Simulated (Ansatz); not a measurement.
Level of theory: DFT PBE, scalar-relativistic, plane waves, PAW in Ansatz. Cutoff 420 eV, Γ-centred meshes of about 0.25 Å⁻¹ or finer for metals and 0.3 Å⁻¹ for insulators (2π included), Gaussian smearing. No spin polarisation.

Relaxed structures of Be2S5, with energies over the first row. Coordination counts S atoms around Be (those within 1.25 times the shortest such distance or 1.15 times the sum of covalent radii).

| # | form | sites | V (Å³/atom) | coordination | ΔE (meV/atom) |
| --- | --- | --- | --- | --- | --- |
| 1 | P3m1 | Be 1a, 3d; S 3d, 1c, 3d, 3d | 28.7 | Be 3 | 0 |
| 2 | C2 | Be 4c; S 4c, 4c, 2a | 17.3 | Be 4 | 101 |

A further structure, relaxed alike:

```
Be S
1.0
     1.72356    0.99509   13.90434
    -1.72356    0.99509   13.90434
     0.00000   -1.99019   13.90434
Be S
2 5
Cartesian
  0.0000 0.0000 7.7429
  0.0000 0.0000 33.9702
  0.0000 0.0000 26.4298
  0.0000 0.0000 5.5446
  0.0000 0.0000 15.2832
  0.0000 0.0000 36.1684
  0.0000 0.0000 0.0000
```

Q: Where does it fall in the ranking, and at what energy?

A: It is the highest, 118 meV/atom above row 1, with space group R-3m (No. 166) and 20.4 Å³/atom. Counting S atoms around Be, this cell has Be 4 and row 1 has Be 3. Row 1 holds S–S units of three or more atoms (shortest 2.08 Å); in this cell the shortest S–S distance is 2.42 Å, near bonding range too. Be is surrounded by 4 S at 2.08–2.20 Å and 3 Be at 2.54 Å; around S on a site of symmetry 3m lie 3 S at 2.42 Å; S on a second site of symmetry 3m has 4 Be at 2.08–2.20 Å; S on a site of symmetry -3m is surrounded by 6 S at 2.42 Å.

No dispersion correction is applied, so the spacing and binding between layers, chains or molecules are poorly described (P3m1, R-3m), and this can change margins and order among such cells. With atoms moved at random, row 1 (by 11 meV/atom) fell into a lower structure. Row 2 and the further cell had no clear such test and can be saddle points.
